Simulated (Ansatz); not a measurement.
Computed with DFT PBE, scalar-relativistic, plane waves, PAW in Ansatz. Settings of the last relaxation (12-atom cell): 420 eV, 8×8×2 k points, Gaussian smearing of 0.02 eV, no spin polarisation.

Formation energies are uncorrected and count from the elements' standard states at the same level.

Question: Give a relaxed trial structure of a tetragonal semiconductor that holds Pb and 2 more elements, with a gap near 1.5 eV, a formation energy near −1.12 eV/atom and a density near 7.8 g/cm³, in a cell of 12 atoms.

Answer: SnPb₅O₆, space group P4mm (No. 99). Around Sn lie 4 O at 2.28 Å; Pb on its first site is surrounded by 4 O at 2.34 Å; around Pb on its second site lie 4 O at 2.34 Å; around O on its first site lie 4 Pb at 2.34–2.35 Å and 4 O at 2.84 Å; 5 more sites not described.

Space group P4mm (No. 99). a = 4.020 Å, b = 4.020 Å, c = 16.545 Å, α = 90.00°, β = 90.00°, γ = 90.00°
```csv
atom,site,symmetry,x,y,z
Sn,1a,4mm,0.0000,0.0000,0.7392
Pb,1a,4mm,0.0000,0.0000,0.0667
Pb,1a,4mm,0.0000,0.0000,0.4065
Pb,1b,4mm,0.5000,0.5000,0.2609
Pb,1b,4mm,0.5000,0.5000,0.5994
Pb,1b,4mm,0.5000,0.5000,0.9212
O,2c,2mm.,0.0000,0.5000,0.9949
O,2c,2mm.,0.0000,0.5000,0.3346
O,2c,2mm.,0.0000,0.5000,0.6735
```

The volume per atom is 22.3 Å³ and the density is 7.8 g/cm³. The formation energy is −1.119 eV/atom. The gap on the 8×8×2 mesh of the 12-atom cell is 1.50 eV.

It was reached by relaxing an invented guess, and it needn't be the stable form of this composition. Other answers may fit too; this one was computed.

No dispersion correction is applied, so the spacing and binding between layers, chains or molecules are poorly described. Spin–orbit coupling, which can matter for Pb, is left out. Kohn–Sham gaps at this level usually fall short of measured ones. The missing spin–orbit coupling can work the other way here. A later test with randomly moved atoms came back to the same energy, though modes that don't fit the test's cell weren't probed.
